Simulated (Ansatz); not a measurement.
CsSnI$_{3}$:
Space group Pnma (No. 62); a = 10.874 Å, b = 4.819 Å, c = 18.057 Å, α = β = γ = 90.00°

```csv
atom,site,symmetry,x,y,z
Cs,4c,.m.,0.0748,0.2500,0.3281
I,4c,.m.,0.4770,0.2500,0.3898
I,4c,.m.,0.1671,0.7500,0.4994
I,4c,.m.,0.2110,0.2500,0.7099
Sn,4c,.m.,0.1605,0.7500,0.0600
```

Relaxed at zero pressure with plane-wave PAW PBE (Ansatz code).

Question: The volume is lowered by 6 % and shape and atoms relax at that volume. What pressure results, and how do the axes share the change?

Answer: 0.7 GPa; a -3.2 %, b -1.4 %, c -1.5 %; the energy rises by 6 meV/atom.

Question: Give the new structure.

Answer: 
Space group Pnma (No. 62); a = 10.525 Å, b = 4.752 Å, c = 17.783 Å, α = β = γ = 90.00°

| atom | site | symmetry | x | y | z |
|---|---|---|---|---|---|
| Cs | 4c | .m. | 0.0816 | 0.2500 | 0.3292 |
| I | 4c | .m. | 0.4695 | 0.2500 | 0.3863 |
| I | 4c | .m. | 0.3358 | 0.2500 | 0.0002 |
| I | 4c | .m. | 0.2052 | 0.2500 | 0.7112 |
| Sn | 4c | .m. | 0.1588 | 0.7500 | 0.0609 |

The phase is kept; no other phase was compared at this pressure.

The PBE relaxation kept the symmetry of its start. Spin–orbit coupling is left out wherever it is not named.

Potentials: the later of the program's two PAW sets.
